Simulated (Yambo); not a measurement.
BaO (NiAs type, space group P6_3/mmc, No. 194), G0W0@PBEsol in Yambo with this input:

```
rim_cut
gw0
dyson
el_el_corr
HF_and_locXC
ppa
em1d
RandQpts= 1000000
RandGvec= 1 Ry
EXXRLvcs= 84 Ry
VXCRLvcs= 336 Ry
Chimod= "HARTREE"
% BndsRnXp
 1 | 244 |
%
NGsBlkXp= 7 Ry
% LongDrXp
 1.0 | 1.0 | 1.0 |
%
PPAPntXp= 27.2114 eV
% GbndRnge
 1 | 244 |
%
GTermKind= "BG"
DysSolver= "n"
ExtendOut
```

On a 3×3×2 mesh, with wavefunctions cut at 84 Ry, the gap (H → (0, 0.333, 0)) is 3.758 eV and the valence edge shifts by -0.511 eV.

### Question
What happens with this change: no terminator?

### Answer
The gap falls by 0.100 eV, to 3.658 eV; the shift of the valence edge becomes -0.305 eV. Neither run is shown to be the converged limit. The mesh misses a band edge: along a dense path the PBEsol gap is 2.40 eV against 2.70 eV on the mesh.

Geometry relaxed with PBEsol; primitive cell a = b = 3.7434 Å, c = 6.5331 Å, α = β = 90.00°, γ = 120.00°.

This is not the ordinary phase of the substance; no match was found in the copy of COD used, and its stability was not checked.

A shift is the quasiparticle energy of the state minus its PBEsol energy.
